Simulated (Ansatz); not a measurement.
Start of a relaxation of ZrTiSi4:

```
Zr Ti Si
1.0
     3.56778    0.00000    0.00000
     0.00000    1.80041    7.15840
     0.00000   -1.80041    7.15840
Zr Ti Si
1 1 4
Cartesian
  1.7839 0.0000 1.5090
  0.0000 0.0000 12.8078
  0.0000 0.0000 7.9057
  1.7839 0.0000 6.4111
  0.0000 0.0000 3.5735
  1.7839 0.0000 10.7433
```

Method: Ansatz, DFT PBE, scalar-relativistic, plane waves, PAW. Cutoff 420 eV, Gaussian smearing, Γ-centred meshes. Cell and atoms relax first on a coarse mesh and then on a finer one. In between, the cell is made exact in the group found at 0.06 Å. In metals the finer mesh still leaves noise of several meV/atom or more. The steps can't lower the symmetry of their start. No spin polarisation in the relaxation; trial moments died out in a coarse test.

A guess keeps its type if space group and coordination stay and the shape of the cell changes little (axis ratios within about 15 %, angles within 6°); the volume may change.

Question: Does this structure survive the relaxation?

Answer: It keeps its type. The symmetry stays Amm2 (No. 38). The volume per atom grows by 1.7 %, from 15.3 to 15.6 Å³. The shortest distance goes from 2.33 Å (Si–Si) to 2.41 Å (Si–Si). Counting neighbours within 15 % of an atom's shortest distance, the start has Si 6/8, Ti 10, Zr 10 and the end Si 6/8, Ti 10, Zr 10.

The last run used a 10×10×10 mesh for its 6-atom cell and Gaussian smearing of 0.10 eV. A later test with randomly moved atoms came back to the same energy, though modes that don't fit the test's cell weren't probed.

In counts of neighbours, a slash parts the counts of unlike sites.
